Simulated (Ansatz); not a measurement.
MgS (rock salt, Fm-3m), DFT-LDA in the program Ansatz with PAW potentials: ε∞ = 5.59, cell volume 33.73 Å³. Infrared-active transverse modes:

```
ω_TO (cm⁻¹)  oscillator strength S_xx (e²/amu)
-----------  ---------------------------------
251.9                                   0.3809
```

Q: Compute the static dielectric constant.

A: Each mode adds (4.921e7/V) S/ω²: 8.76. So ε0 = 14.3.

Q: What LO frequency does the Lyddane–Sachs–Teller relation give?

A: ω_LO = ω_TO √(ε0/ε∞) = 404 cm⁻¹.

The LDA relaxation kept the symmetry of its start; phonons on a q-mesh show no instability.

Potentials: the later of the program's two PAW sets.
